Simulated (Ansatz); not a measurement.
Trial structure of LuPd₂O₂, not yet relaxed:

```
Lu Pd O
1.0
    -1.94193    2.46613    3.77897
     1.94193   -2.46613    3.77897
     1.94193    2.46613   -3.77897
Lu Pd O
1 2 2
Direct
  0.00000 0.00000 0.00000
  0.73281 0.50000 0.23281
  0.26719 0.50000 0.76719
  0.29815 0.79815 0.50000
  0.70185 0.20185 0.50000
```

These are results of DFT PBE, scalar-relativistic, plane waves, PAW in Ansatz 0.2.0, not measurements. Plane waves to 420 eV, a k mesh through Γ of 6×6×6 on the computed 5-atom cell and Gaussian smearing (0.10 eV); no spin polarisation.

Formation energies are uncorrected and refer to the elements' standard structures at the same level (O₂ as a molecule).

Question: Estimate its pressure, forces and energy as it stands.

Answer: The pressure is 16.4 GPa (the mean over three directions, positive in compression), the largest force is 0.77 eV/Å, and the energy is +0.21 eV/atom against the elements. The shortest distance is 2.30 Å.

Question: How much does it gain on relaxing, and where does it end?

Answer: Relaxing gains about 1.1 eV/atom (the start's value is from the coarse mesh, so the gain is rough) in 32 ionic steps and ends at −0.89 eV/atom on the finer mesh. The symmetry stays Immm (No. 71). The volume per atom stays near 14.5 Å³. The shortest distance goes from 2.30 Å (Pd–Pd) to 2.17 Å (Lu–O). Conventional cell: a = 3.186 Å, b = 5.681 Å, c = 7.994 Å. Around Lu lie 4 O at 2.17 Å, 8 Pd at 3.04–3.17 Å and 2 Lu at 3.19 Å; Pd has 4 O at 2.53 Å, 1 Pd at 2.81 Å, 2 O at 2.98 Å, 4 Lu at 3.04–3.17 Å and 2 Pd at 3.19 Å; around O lie 2 Lu at 2.17 Å and 4 Pd at 2.53 Å.

The last run used collinear spin, a 14×14×14 mesh for its 5-atom cell and Gaussian smearing of 0.10 eV. Another magnetic order may lie lower. The relaxation can't lower the symmetry of the start. A structure relaxed within its symmetry needn't be a true minimum. Another cell of LuPd2O2 relaxed alike, in P-3m1, lies 0.48 eV/atom lower, so this cell isn't the stable form at this level.
